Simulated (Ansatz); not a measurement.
GaN:
```cif
data_Ga4N4
_chemical_formula_sum 'Ga4 N4'
_space_group_name_H-M_alt 'F-43m'
_space_group_IT_number 216
_space_group_name_Hall 'F -4 2 3'
_cell_length_a 4.49824
_cell_length_b 4.49824
_cell_length_c 4.49824
_cell_angle_alpha 90.000
_cell_angle_beta 90.000
_cell_angle_gamma 90.000
loop_
_atom_site_label
_atom_site_type_symbol
_atom_site_symmetry_multiplicity
_atom_site_Wyckoff_symbol
_atom_site_fract_x
_atom_site_fract_y
_atom_site_fract_z
_atom_site_occupancy
Ga1 Ga 4 a 0.00000 0.00000 0.00000 1
N1 N 4 d 0.75000 0.75000 0.75000 1
```
(The calculation used a cell of 2 atoms; values per cell refer to that cell.)

Relaxed with PBEsol.

**Question.** Give the optical modes at the zone centre with their infrared activity from DFPT, the program Ansatz at the PBEsol level (PAW).

**Answer.** Transverse frequencies, without the LO–TO term; a row sums one degenerate level.

```tsv
ω (cm⁻¹)	degeneracy	IR ((D/Å)²/amu)	activity	symmetry
537	3	41.94	IR	T2
```

**Question.** How high does the top mode go among those that the LO–TO term moves?

**Answer.** 711 cm⁻¹ for q along x.

The PBEsol relaxation kept the symmetry of its start; phonons on a q-mesh show no instability.

Potentials: the later of the program's two PAW sets.
